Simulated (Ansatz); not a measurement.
TiCo₂ (cubic Laves, MgCu2 type)

Space group Fd-3m, origin choice 1 (No. 227); a = b = c = 6.553 Å, α = β = γ = 90.00°

```
atom  site  symmetry       x       y       z
----  ----  --------  ------  ------  ------
Ti      8b      -43m  0.5000  0.5000  0.5000
Co     16c      .-3m  0.1250  0.1250  0.1250
```
(The calculation used a cell of 6 atoms; values per cell refer to that cell.)

Equation-of-state scan: isotropic scaling of the cell above, V₀ being its volume. Symmetry pins the atoms to their sites.

Computed with PBEsol (plane waves to 420 eV, PAW, scalar-relativistic; Ansatz, a program for electronic structure). k mesh 12×12×12 (Γ-centred), Fermi-Dirac smearing 0.05 eV. Energies are smeared free energies. TiCo2 is run without spin polarisation. TiCo2 was relaxed with its symmetry unable to fall. ΔE is measured from the relaxed starting cell. The last digit holds for this mesh only.

```csv
V (Å³/atom),ΔE (meV/atom)
11.022,34.0
11.163,21.3
11.304,11.7
11.445,5.1
11.585,1.2
11.726,0.0
11.867,1.2
12.007,4.7
12.148,10.3
12.289,17.9
12.430,27.4
```

What is the fitted pressure derivative B₀′?

4.4.

What bulk modulus B₀ follows from a third-order Birch-Murnaghan fit?

231 GPa.

(Under strain, the slope of the energy per volume gives the stress and its curvature an elastic modulus.)
